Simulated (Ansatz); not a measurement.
A geometry of W away from equilibrium: the start of the relaxation of a relaxed W cell, doubled along one cell vector, shaken by Gaussian noise of σ = 0.08 Å a coordinate. Level of theory: r2SCAN (plane waves to 500 eV, PAW, scalar-relativistic; Ansatz, a program for electronic structure). Γ-centred k-mesh 14×14×7 on the run's cell (coarser than for final values), Fermi–Dirac smearing 0.05 eV.

```xyz
2
Lattice="-1.5846 1.5846 1.5846 1.5846 -1.5846 1.5846 3.1693 3.1693 -3.1693" Properties=species:S:1:pos:R:3 pbc="T T T"
W     -0.0412    -0.0901    -0.0064
W      1.5724     1.4164    -1.5307
```

Problem. What forces act on the atoms (eV/Å)?

Solution. 
```json
[
 {"atom": "W1", "Fx": "0.00", "Fy": "-0.84", "Fz": "0.30"},
 {"atom": "W2", "Fx": "0.00", "Fy": "0.84", "Fz": "-0.30"}
]
```

Problem. What is the pressure?

Solution. +0.7 GPa, compression positive.

Problem. How much energy per atom can still be gained by relaxing?

Solution. 0.02 eV/atom; the path ends in Im-3m (No. 229) (bcc (W type)).

No spin polarisation in the result.

The run could not lose the symmetry of its start.
